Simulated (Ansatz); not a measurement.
Ba (simple cubic): energy against volume

Computed with DFT, r2SCAN, plane waves (500 eV) with PAW, scalar-relativistic (Ansatz 0.2.0). (PAW data from PBE, frozen cores regenerated.)

The cell is scaled uniformly from the relaxed one, with fractional coordinates and shape fixed. Energies are extrapolated to zero smearing, pressures are those at the given smearing. Magnetic state: spin not included.

A Birch-Murnaghan fit gives V₀ = 59.99 Å³/atom, B₀ = 8.3 GPa, B₀′ = 2.9.

(1) What are the energy above the minimum and the pressure at 52.549 Å³/atom?

(2) What are the energy above the minimum and the pressure at 57.327 Å³/atom?

(3) What are the energy above the minimum and the pressure at 66.881 Å³/atom?

Results:

(1) 28.3 meV/atom and 1.28 GPa as computed.

(2) 3.2 meV/atom and 0.39 GPa as computed.

(3) 17.8 meV/atom and -0.70 GPa as computed.
